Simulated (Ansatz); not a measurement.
Computed properties of ScSi

```yaml
crystal:
  lattice:
    - [1.99696, -4.95349, 0.00000]
    - [1.99696, 4.95349, 0.00000]
    - [0.00000, 0.00000, 3.66745]
  atoms:
    - { symbol: Sc, position: [0.13921, 0.86079, 0.75000] }
    - { symbol: Sc, position: [0.86079, 0.13921, 0.25000] }
    - { symbol: Si, position: [0.41944, 0.58056, 0.75000] }
    - { symbol: Si, position: [0.58056, 0.41944, 0.25000] }
```

Atom numbers follow the list: Sc1, Sc2, Si3, Si4.

Structure from Materials Project entry mp-9969 (possibly hypothetical), not relaxed further.

Methods: DFT, LDA, all-electron LAPW, scalar-relativistic (Ansatz 0.2.0); DFT, LDA, PAW with Ansatz's default frozen-core files, scalar-relativistic (Ansatz 0.2.0).

For LAPW: a Γ-centred 9×9×9 k mesh, Fermi–Dirac smearing of 0.03 eV, basis error target 1 meV/atom, no spin polarisation. PAW takes a cutoff of 420 eV at this cell (files made with PBE, cores remade for this functional). The Ansatz runs share mesh, smearing and spin set-up. Values come from LAPW unless marked.

```json
{
 "Largest force": "0.082 eV/Å on Si3",
 "Volume per atom": "122.4 bohr³"
}
```

**Question.** Predict this quantity. Density of states at the Fermi level (0.2 eV bin).

**Answer.** 2.29 states/eV per cell.

**Question.** Löwdin charges (with 0.21 e of the cell spilling out of the atomic basis, so their sizes and signs hang on that basis): what does the calculation give?

**Answer.** Sc1 0.53, Si3 -0.43 e.

**Question.** Give the computed value. Bader charges (from the PAW run).

**Answer.** Sc1 +1.27, Si3 -1.27 e.

**Question.** Pressure at this cell: what does the calculation give?

**Answer.** -5.65 GPa.

**Question.** Predict this quantity. Band gap.

**Answer.** none: bands cross the Fermi level, a metal.

**Question.** Give the computed value. Stress xx, yy, zz (compression positive).

**Answer.** -5.89, -5.42, -5.64 GPa.
